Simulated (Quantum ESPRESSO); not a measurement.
# Planted mistakes on one cell of NbTi2O5F3

Calculated results; nothing here was measured. They come from pw.x of Quantum ESPRESSO 7.5, a plane-wave density functional program, with PseudoDojo standard norm-conserving files (v0.5 for PBE, v0.4.1 for LDA and PBEsol). The cells are made up: elements, strain and atom displacements were drawn at random, and nothing was relaxed. There is no spin polarisation, spin-orbit coupling or dispersion term.

The cell has 12 sites of a fluorite lattice. Sites 1 to 4 hold empty Nb Ti Ti; sites 5 to 12 hold O O F F O O O F. Cell vectors in Å: (4.845, 0.000, 0.000); (0.000, 4.845, 0.000); (0.000, 0.000, 4.845). Settings: PBE, cutoff 1143 eV, 5 x 5 x 5 k mesh shifted by half a step, Fermi-Dirac smearing of 0.025 eV.

The intended run has a self-consistency threshold of 1e-07 eV, a smearing term of 0.000 eV, a pressure of -0.17 GPa and 23 iterations. Each further run changes one thing: all lengths scaled by 1.0079; atoms of sites 5 and 12 exchanged; cutoff 604 eV; files of PBEsol; k mesh 2 x 2 x 2; one electron removed; smearing 0.84 eV; threshold 0.1 eV. A coarse mesh keeps the shift, and a charged cell sits in a uniform background.

| run | change of free energy (eV) | smearing term -TS (eV) | change of P (GPa) | largest change of a force component (eV/Å) | iterations |
| --- | --- | --- | --- | --- | --- |
| A | -0.252 | 0.000 | -0.65 | 0.118 | 27 |
| B | 17.972 | 0.000 | -102.03 | 0.591 | 18 |
| C | 18.253 | 0.000 | -7.07 | 0.128 | 23 |
| D | 0.038 | 0.000 | 0.99 | 0.123 | 10 |
| E | 0.042 | 0.000 | -4.63 | 0.181 | 22 |
| F | -3.404 | -8.516 | 8.85 | 2.074 | 20 |
| G | -9.630 | -0.008 | -22.93 | 2.028 | 25 |
| H | 0.809 | 0.000 | 0.82 | 4.677 | 21 |

A rerun of the intended cell at 1467 eV and k mesh 7 x 7 x 7 moved values by no more than 0.003 eV in the cell's energy, 0.05 GPa in stress and 0.003 eV/Å in force.

Question: which change belongs to which run?

## Worked reading

Run D has the fewest iterations, as a run stopped early does. Run F has the largest smearing term, as wide smearing gives. Run B has a higher energy and the largest fall in pressure, as too small a basis gives. Run E changes the volume by a factor of 1.0239; minus its pressure change over the logarithm of that factor, 196 GPa, is a rough bulk modulus with clamped atoms. Energies from files of another functional, or of a charged cell, have another zero and say nothing on stability; the pressure of a charged cell rests on the program's zero of potential too.

## Key

| run | change |
| --- | --- |
| A | k mesh 2 x 2 x 2 |
| B | cutoff 604 eV |
| C | files of PBEsol |
| D | threshold 0.1 eV |
| E | all lengths scaled by 1.0079 |
| F | smearing 0.84 eV |
| G | one electron removed |
| H | atoms of sites 5 and 12 exchanged |